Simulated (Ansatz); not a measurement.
# Ti₂O₃: enthalpy against pressure

Ti₂O₃, R-3c, a = 5.094 Å, c = 13.766 Å. Ansatz: r2SCAN, PAW, 500 eV, Γ-centred 12×12×12 mesh on 10 atoms, Gaussian smearing 0.10 eV; no spin polarisation. Cell and atoms are relaxed at each pressure, and no other structure is tried, so the rows at high pressure may lie past a change of phase. y is the enthalpy over the state at zero pressure; there V0 = 10.314 Å³/atom. The pressures are the targets, met within 0.04 GPa.

```tsv
P (GPa)	y (eV/atom)
-1.0	-0.0645
0.0	0.0000
1.0	0.0642
4.0	0.2553
12.0	?
25.0	1.5359
```

**Question.** Fit y = c1 P + c2 P² + c3 P³ to the other rows, say what c1 and c2 mean, and predict the missing value.

**Answer.** Least squares on the rows shown. y = 0.064354 P − 0.00013523 P² + 7.4101×10⁻⁷ P³. Since dH/dP = V, c1 is V0: 0.064354 eV/GPa × 160.2 = 10.310 Å³ against 10.314; c2 = −V0/(2B0) gives B0 = 238 GPa, where a Birch–Murnaghan fit to the volumes of the same runs (not shown) gives 231 GPa. At P = 12.0 the fit asked for gives 0.7541 eV/atom. The run gave 0.7541 eV/atom, the same to the digits shown.

Spin polarisation was left out, and a magnetic state may lie lower.